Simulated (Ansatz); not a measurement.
SiO2:
```
SiO2
1.0
    4.98259     0.00000     0.00000
    0.00000     4.98259     0.00000
    0.00000     0.00000     6.92104
Si O
4 8
Direct
  0.69788   0.69788   0.50000
  0.80212   0.19788   0.75000
  0.30212   0.30212   0.00000
  0.19788   0.80212   0.25000
  0.89139   0.76170   0.31887
  0.73830   0.39139   0.56887
  0.10861   0.23830   0.81887
  0.26170   0.60861   0.06887
  0.39139   0.73830   0.43113
  0.23830   0.10861   0.18113
  0.60861   0.26170   0.93113
  0.76170   0.89139   0.68113
```

Relaxed with r²SCAN.

Question: Map the electron localisation function on the plane through (0.802, 0.198, 0.750) spanned by u = [1, 0, 0] and v = [0, 1, 1] in lattice vectors, from the program Ansatz at the r²SCAN level (PAW).

Answer: x is the fraction of u, y of v (the angle between them is 90°; rows are the nearest grid lines); atoms in the plane: Si at (0.00, 0.00), O at (0.09, 0.57).
```
|*-:*@@@@@@@@#-   .::-:..-*|
|....-+##%%%#+.      ......|
|--:..:-=+**=:       .:----|
|#*+-.              .:=+*##|
|**+-:              .:=+***|
|-:.        .:---.   .:===-|
|..        .-+***+-.  .:::.|
|:--=--.  .-*%%@@%%#=:...::|
|@@@@%%*-..=%@@@@@@%*-.:+%@|
|@%**%@@#-.-#@@@@@%#+..-#@@|
|%*:-#@@%=.:+%@@@%%*-..=%@%|
|@@%%@@@#-...:=+++=:   =%@@|
|@@@@%*=:.:=+=-:.      :*%@|
|++=:. .-*%@@@@%*=:     .-+|
|...   :+%@@@@@@%*=.      .|
|     :+#%@%##%@@#+.       |
|     .=*%@@@@@@%+.   ...  |
|:      .-*#%%#+-..-+*##*=:|
|-      ..:--=-:.:=#%%@%%*-|
|=. .-+**#*+-. .=%@@@@@@@#=|
|=..+#%@@@@@@*:.=#@@@@@@@%=|
|:.=%@@#==#@@#-..=*%%@@@%*:|
|..=%@@#==#@@%=  :=*#%%%*-.|
|*-:*@@@@@@@@#-   .::-:..-*|
```
Scale: ten equal steps from 0.003 (start of ' ') to 0.855 (end of '@'), in the order ' .:-=+*#%@'; x runs from 0.000 to 1.00, y from 0.000 (bottom) to 1.00 (top).

The density is the valence pseudo-density with augmentation charge, so density and ELF within about 1 Å of a nucleus are not all-electron values.

Space group P4_12_12. Symmetry was held in the r²SCAN relaxation; phonons on a q-mesh show no instability.

Potentials: the earlier of the program's two PAW sets.
